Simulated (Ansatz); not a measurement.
One stationary structure of SnS. Space group Fm-3m (No. 225), rock salt type. All values below come from PBEsol (plane waves to 420 eV, PAW, scalar-relativistic; Ansatz, a quantum-chemistry and plane-wave program).

```cif
data_S4Sn4
_chemical_formula_sum 'S4 Sn4'
_space_group_name_H-M_alt 'Fm-3m'
_space_group_IT_number 225
_space_group_name_Hall '-F 4 2 3'
_cell_length_a 5.74360
_cell_length_b 5.74360
_cell_length_c 5.74360
_cell_angle_alpha 90.000
_cell_angle_beta 90.000
_cell_angle_gamma 90.000
loop_
_atom_site_label
_atom_site_type_symbol
_atom_site_symmetry_multiplicity
_atom_site_Wyckoff_symbol
_atom_site_fract_x
_atom_site_fract_y
_atom_site_fract_z
_atom_site_occupancy
S1 S 4 a 0.00000 0.00000 0.00000 1
Sn1 Sn 4 b 0.50000 0.50000 0.50000 1
```
(The calculation used a cell of 2 atoms; values per cell refer to that cell.)

- Volume per atom: 23.68 Å³
- Band gap: 0.30 eV, indirect (valence top at or next to L, conduction bottom at 20 % of the way from L to W) (no spin-orbit coupling)
- Smallest direct gap: 0.36 eV at or next to L
- Shortest distances: S–Sn 2.87 Å
- k-mesh: 10×10×10

No spin polarisation in the result.

The run could not lose the symmetry of its start.

All atoms sit on sites fixed by symmetry, so only the cell could relax.

The first start was generated by placing the elements on the sites of a structure type. A measured structure of SnS has the same space group, Fm-3m (No. 225); the sites were not compared with it. Another known form has space group No. 62.
